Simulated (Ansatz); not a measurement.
Relaxed candidate structures of Rh:

A. Im-3m (No. 229), cI2, bcc (W type); a = b = c = 3.044 Å, α = β = γ = 90.00°; Rh 2a (0.000, 0.000, 0.000)

B. Pa-3 (No. 205), cP8; a = b = c = 4.849 Å, α = β = γ = 90.00°; Rh 8c (0.152, 0.152, 0.152)

C. Fm-3m (No. 225), cF4, fcc (Cu type); a = b = c = 3.800 Å, α = β = γ = 90.00°; Rh 4a (0.000, 0.000, 0.000)

Put the candidates in order of energy per atom, lowest first, for r2SCAN (plane waves to 500 eV, PAW, scalar-relativistic; Ansatz, a first-principles code).

C (reference, the lowest of the structures calculated here), B (+0.25 eV/atom), A (+0.37 eV/atom)

Each run could gain symmetry but not lose that of its start, so entries can be saddle points. From databases, or of a type measured for this composition: Fm-3m, cF4, fcc (Cu type); the others are generated cells (placed on structure types, drawn at random, substituted or restacked) that were not matched to a known phase here. Energies are at zero temperature and pressure, without zero-point motion. Each cell has its own k-point mesh; energy differences are given only to the digits this allows. No spin polarisation in the result.
